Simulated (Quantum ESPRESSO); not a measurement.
**Kohn-Sham bands of MgTe (wurtzite)**

```
CELL_PARAMETERS angstrom
      4.59020     0.00000     0.00000
     -2.29510     3.97523     0.00000
      0.00000     0.00000     7.43781
ATOMIC_POSITIONS crystal
  Mg 0.33333 0.66667 0.99599
  Mg 0.66667 0.33333 0.49599
  Te 0.33333 0.66667 0.37401
  Te 0.66667 0.33333 0.87401
```

Cell from Materials Project (mp-1039), symmetrised, no further relaxation. COD (Crystallography Open Database) has an entry of this formula and space group (matched by these alone). Method: PBEsol plane waves in Quantum ESPRESSO 7.5 (PseudoDojo norm-conserving files, 68 Ry, spinors with spin-orbit coupling), Bloch states on a 4×4×4 mesh through Γ, Wannier90 4.0.1. Density: 12×12×4 mesh, cold smearing 0.01 Ry.

Energies are relative to the valence-band maximum; weights are on the orthonormalised atomic waves of the pseudopotential files, averaged over the group. 52 electrons a cell are treated as valence.

```tsv
bands	from (eV)	to (eV)	filling	weight on atomic waves
1–4	-75.17	-75.17	filled	…
5–8	-42.28	-42.28	filled	…
9–16	-42.00	-41.99	filled	…
17–24	-36.22	-36.22	filled	…
25–36	-34.76	-34.75	filled	…
37–40	-10.51	-9.72	filled	…
41–52	-3.55	0.00	filled	…
```

Problem. Which atomic shells make up each group?

Solution. 
- 1–4, weight on atomic waves: Mg 2s 100 %
- 5–8, weight on atomic waves: Mg 2p 100 %
- 9–16, weight on atomic waves: Mg 2p 100 %
- 17–24, weight on atomic waves: Te 4d 100 %
- 25–36, weight on atomic waves: Te 4d 100 %
- 37–40, weight on atomic waves: Te 5s 90 %, Mg 3s 10 %
- 41–52, weight on atomic waves: Te 5p 88 %, Mg 3s 9 %

The Kohn-Sham gap over both meshes and the path is 2.04 eV.
